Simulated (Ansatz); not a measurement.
CaP:
```
CaP
1.0
    7.63649     0.00000     0.00000
   -3.81825     6.61340     0.00000
    0.00000     0.00000     5.72400
Ca P
6 6
Direct
  0.00000   0.64281   0.50000
  0.64281   0.00000   0.50000
  0.35719   0.35719   0.50000
  0.00000   0.30834   0.00000
  0.30834   0.00000   0.00000
  0.69166   0.69166   0.00000
  0.66667   0.33333   0.20077
  0.66667   0.33333   0.79923
  0.33333   0.66667   0.20077
  0.33333   0.66667   0.79923
  0.00000   0.00000   0.69585
  0.00000   0.00000   0.30415
```

Relaxed with r²SCAN. Independent-particle spectrum: no excitons, no local fields, no scissors shift; 0.1 eV broadening; ε₁ of the summed bands alone.

Problem. Tabulate the dielectric function from DFT-r²SCAN in the program Ansatz with PAW potentials.

Solution. 

| E (eV) | ε₁ xx | ε₂ xx | ε₁ zz | ε₂ zz |
|---|---|---|---|---|
| 0.0 | 6.62 | 0.00 | 10.40 | 0.00 |
| 0.5 | 6.70 | 0.00 | 10.62 | 0.00 |
| 1.0 | 6.96 | 0.00 | 11.44 | 0.00 |
| 1.5 | 7.58 | 0.03 | 13.75 | 1.06 |
| 2.0 | 8.74 | 0.94 | 19.42 | 2.79 |
| 2.5 | 7.22 | 2.45 | 9.92 | 7.84 |
| 3.0 | 9.41 | 1.22 | 17.96 | 7.68 |
| 3.5 | 11.26 | 4.69 | 12.07 | 22.09 |
| 4.0 | 9.23 | 8.78 | -5.90 | 12.81 |
| 4.5 | 5.02 | 8.58 | -2.59 | 7.20 |
| 5.0 | 3.87 | 9.14 | 0.34 | 7.39 |
| 5.5 | 2.59 | 9.39 | -0.94 | 9.34 |
| 6.0 | -0.76 | 8.78 | -2.61 | 4.79 |
| 6.5 | -1.13 | 5.09 | -1.00 | 3.49 |
| 7.0 | -0.31 | 5.50 | 1.13 | 3.90 |
| 7.5 | -1.82 | 5.24 | -1.96 | 6.59 |
| 8.0 | -1.45 | 3.52 | -1.92 | 4.12 |
| 8.5 | -1.24 | 3.35 | -2.21 | 3.89 |
| 9.0 | -1.75 | 2.81 | -2.68 | 2.50 |
| 9.5 | -1.52 | 2.15 | -2.10 | 1.57 |
| 10.0 | -1.06 | 1.51 | -1.67 | 1.30 |
| 10.5 | -0.69 | 1.47 | -1.33 | 1.40 |
| 11.0 | -0.47 | 1.52 | -1.43 | 1.01 |
| 11.5 | -0.74 | 1.49 | -1.11 | 0.80 |
| 12.0 | -0.81 | 1.17 | -0.95 | 0.34 |

Problem. From ε at 3.3 eV (xx: 10.59 + 2.96i), find n, k, the normal reflectivity and the absorption coefficient.

Solution. n = 3.29, k = 0.450, R = 29 %, α = 2kE/ħc = 150000 cm⁻¹.

With all bands, ε∞ without local fields is 6.65 (xx = yy), 10.4 (zz).

Space group P-62m. The workflow started from a Materials Project entry (that database holds measured and hypothetical structures alike); the Crystallography Open Database copy checked does not list it. Its standing as an ambient phase is unchecked. Symmetry was held in the r²SCAN relaxation; whether a distortion lowers the energy is not shown.

Potentials: the later of the program's two PAW sets.
